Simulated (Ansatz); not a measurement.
A free-standing Janus 1T monolayer of PtOSe at its r2SCAN geometry, run in the PAW code Ansatz at 4 levels of theory. These are computed values for a non-magnetic cell that may be hypothetical; none is a measurement.

The PBE+SOC input:
```yaml
crystal:
  lattice:
    - [3.4379100751, 0.0, 0.0]
    - [-1.7189550376, 2.977317461, 0.0]
    - [0.0, 0.0, 29.296376212]
  atoms:
    - { symbol: Pt, position: [0.0, 0.0, 0.3114578267] }
    - { symbol: O, position: [0.3333333333, 0.6666666667, 0.3434677413] }
    - { symbol: Se, position: [0.6666666667, 0.3333333333, 0.2666901228] }
  periodic: [true, true, false]
kpoints:
  mp_grid: { grid: [12, 12, 1] }
  band_path:
    path:
      - [0.0, 0.0, 0.0]
      - [0.5, 0.0, 0.0]
      - [0.3333333333, 0.3333333333, 0.0]
      - [-0.135417, 0.265625, 0.0]
    npoints: 1
hamiltonian:
  xc: pbe
scf:
  occupations: { method: fermi_dirac, width: 0.02 }
  n_extra_bands: 8
magnetization:
  noncollinear: true
  spin_orbit: true
output:
  forces: true
  stress: true
  eigenvalues: true
```

Main results, then, where recorded, the levels near the gap in eV from the Fermi energy (columns number the bands from 0), one row a point of the path (Γ, M, K, (-0.135, 0.266, 0)):
```
Crystal: 3 atoms, lattice volume = 299.870 Å³
Symmetry: 6 space group operations + 6 with time reversal
Magnetic group: BNS 156.50 (UNI 1280)
```
```
Basis set: ecut = 420 eV, 5833 PW (Γ)
k-points: 19 of 144 (time reversal used)
SCF 1 converged in 12 iterations: F = -18592.494442 eV  dr2 = 7.75e-8
Free energy (F): -18592.494442 eV
Fermi energy:    -5.739176 eV
--- Forces (eV/Å), atoms counted from 1 ---
  atom   1  Pt      0.00000      0.00000      0.24231
  atom   2  O       0.00000      0.00000      0.21575
  atom   3  Se      0.00000      0.00000    -0.45786
--- 2D stress c σ (N/m, compression-positive) ---
        2.330572       0.000000       0.000000
        0.000000       2.330572       0.000000
        0.000000       0.000000       0.000000
  P = ½ c Tr σ = 2.3306 N/m
```
```tsv
band_32	band_33	band_34	band_35	band_36	band_37	band_38	band_39	band_40	band_41	band_42	band_43	band_44	band_45
-2.279	-2.279	-1.447	-1.447	-1.220	-1.220	-0.906	-0.906	2.664	2.664	2.796	2.796	3.405	3.405
-3.157	-3.157	-2.548	-2.548	-2.116	-2.116	-1.453	-1.453	1.658	1.658	2.293	2.293	4.706	4.706
-3.785	-3.535	-2.272	-2.246	-1.866	-1.651	-1.004	-0.720	0.344	0.442	2.322	2.358	6.018	6.028
-2.693	-2.636	-1.767	-1.567	-1.325	-0.948	-0.602	-0.384	1.124	1.291	1.787	1.902	4.602	4.628
```

The PBE+SOC gap is indirect, 0.72 eV (K–Γ (0.50 of the way from K) to K), below the direct gap of 1.06 eV at K.

Q: In the first input these blocks are replaced (the band path and keys that only write files left aside):
```yaml
hamiltonian:
  xc: r2scan
scf:
  occupations: { method: fixed }
  n_extra_bands: 4
```
(magnetization left out)
What comes out?

A:
```
Basis set: ecut = 500 eV, 7619 PW (Γ)
k-points: 19 of 144 (time reversal used)
SCF 1 converged in 9 iterations: F = -18581.619666 eV  dr2 = 5.67e-8
Free energy (F): -18581.619666 eV
Fermi energy:    -6.551102 eV
--- Forces (eV/Å), atoms counted from 1 ---
  atom   1  Pt      0.00000      0.00000    -0.00005
  atom   2  O       0.00000      0.00000      0.00021
  atom   3  Se      0.00000      0.00000    -0.00020
--- 2D stress c σ (N/m, compression-positive) ---
        0.000901       0.000000       0.000000
        0.000000       0.000901       0.000000
        0.000000       0.000000       0.000000
  P = ½ c Tr σ = 0.0009 N/m
```
```tsv
band_16	band_17	band_18	band_19	band_20	band_21	band_22
-1.892	-0.794	-0.794	-0.426	3.443	3.443	4.581
-2.775	-1.998	-1.892	-1.012	2.353	3.002	5.716
-3.330	-1.682	-1.380	-0.422	1.022	3.083	7.085
-2.215	-1.146	-0.648	0.012	1.927	2.553	5.784
```
r2SCAN gives an indirect gap of 1.01 eV, from k = (-0.135, 0.266, 0) to K; the least direct gap is 1.44 eV at K. The mean stress is close to zero (0.00 N/m).

Q: Another run on the same cell gave
```
Basis set: ecut = 420 eV, 5833 PW (Γ)
k-points: 7 of 36 (time reversal used)
SCF 1 stopped early in 10 iterations: F = -18592.501729 eV  dr2 = 8.36e-7
SCF 2 stopped early in 6 iterations: F = -18571.887229 eV  dr2 = 2.34e-5
hybrid outer 1: dexx = +2.457e-2 eV, tail = 1.99e-4 eV
SCF 3 converged in 5 iterations: F = -18571.887505 eV  dr2 = 3.06e-8
hybrid outer 2: dexx = +3.891e-6 eV, tail = 1.45e-7 eV, Δε = 4.08e-3 eV
Free energy (F): -18571.887505 eV
Fermi energy:    -7.150794 eV
```
```tsv
band_32	band_33	band_34	band_35	band_36	band_37	band_38	band_39	band_40	band_41	band_42	band_43	band_44	band_45
-1.812	-1.812	-0.763	-0.763	-0.614	-0.614	-0.563	-0.563	4.296	4.296	4.495	4.495	4.980	4.980
-2.844	-2.844	-2.241	-2.241	-1.922	-1.922	-1.130	-1.130	3.268	3.268	3.961	3.961	6.463	6.463
-3.651	-3.317	-1.894	-1.888	-1.569	-1.472	-0.795	-0.503	1.783	1.906	4.065	4.093	7.917	7.930
-2.487	-2.430	-1.286	-1.035	-0.817	-0.449	-0.211	-0.012	2.654	2.847	3.397	3.524	6.083	6.100
```
Which level of theory and mesh gave it?

A: It is HSE06+SOC, judged by the exchange loop and the size of the gap (a near hybrid could fit too), on 6×6×1; the blocks that differ from the first input, but for the band path:
```yaml
kpoints:
  mp_grid: { grid: [6, 6, 1] }
hamiltonian:
  xc: hse06
scf:
  occupations: { method: fixed }
  n_extra_bands: 8
output:
  eigenvalues: true
```
With HSE06+SOC the valence top lies at K–Γ (0.50 of the way from K) and the conduction bottom at K, 1.78 eV higher; the smallest vertical gap, at K, is 2.29 eV.

Q: In the first input these blocks are replaced (the band path and keys that only write files left aside):
```yaml
kpoints:
  mp_grid: { grid: [6, 6, 1] }
hamiltonian:
  xc: hf
scf:
  occupations: { method: fixed }
  n_extra_bands: 4
```
(magnetization left out)
What comes out?

A:
```
Basis set: ecut = 420 eV, 5833 PW (Γ)
k-points: 7 of 36 (time reversal used)
SCF 1 stopped early in 8 iterations: F = -18374.135093 eV  dr2 = 3.00e-5
Exchange kernel: α = 1.0000, full range, Wigner–Seitz truncation, v(0) = 16494.2460 eV·Å³, q-mesh 6×6×1
SCF 2 stopped early in 11 iterations: F = -18377.448492 eV  dr2 = 4.35e-4
hybrid outer 1: dexx = +2.023e0 eV, tail = 4.24e-2 eV
SCF 3 stopped early in 6 iterations: F = -18377.458070 eV  dr2 = 2.49e-6
hybrid outer 2: dexx = +1.674e-3 eV, tail = 2.65e-4 eV, Δε = 7.54e-2 eV, ΔF = 1.73e-1 eV/Å
SCF 4 stopped early in 4 iterations: F = -18377.458321 eV  dr2 = 3.71e-7
hybrid outer 3: dexx = +8.709e-5 eV, tail = 7.68e-6 eV, Δε = 1.22e-2 eV, ΔF = 3.15e-2 eV/Å
SCF 5 converged in 8 iterations: F = -18377.458325 eV  dr2 = 2.49e-11
hybrid outer 4: dexx = +4.596e-7 eV, tail = 1.18e-7 eV, Δε = 1.28e-3 eV, ΔF = 1.80e-3 eV/Å
SCF 6 converged in 4 iterations: F = -18377.458326 eV  dr2 = 8.73e-11
hybrid outer 5: dexx = +1.521e-8 eV, tail = 8.91e-10 eV, Δε = 1.67e-4 eV, ΔF = 3.14e-4 eV/Å
Free energy (F): -18377.458326 eV
Fermi energy:    -10.696989 eV
--- Forces (eV/Å), atoms counted from 1 ---
  atom   1  Pt      0.00000      0.00000      1.73741
  atom   2  O       0.00000      0.00000    -1.46928
  atom   3  Se      0.00000      0.00000    -0.26793
--- 2D stress c σ (N/m, compression-positive) ---
       -2.983687       0.000000       0.000000
        0.000000      -2.983687       0.000000
        0.000000       0.000000       0.000000
  P = ½ c Tr σ = -2.9837 N/m
```
```tsv
band_16	band_17	band_18	band_19	band_20	band_21	band_22
-2.337	-1.234	0.000	0.000	9.144	9.961	11.268
-4.109	-2.638	-2.178	-1.632	10.450	11.251	12.968
-4.458	-2.182	-1.880	-1.839	8.444	11.620	14.465
-3.307	-1.182	-0.475	-0.402	9.539	10.079	10.555
```
With Hartree-Fock the valence top lies at Γ and the conduction bottom at K, 8.44 eV higher; the smallest vertical gap, at Γ, is 9.14 eV. The mean in-plane stress at these positions is -3.0 N/m, compression counted positive. (The program warns that its thresholds are loose for a hybrid's stress.)

Small level splittings and stresses of the hybrids carry the error of their coarser meshes.

Totals of different functionals, or with and without spin-orbit coupling, can't be compared.

Only the levels marked +SOC include spin-orbit coupling.

The meshes of the hybrids are coarse, so their gaps aren't converged to the digits shown.
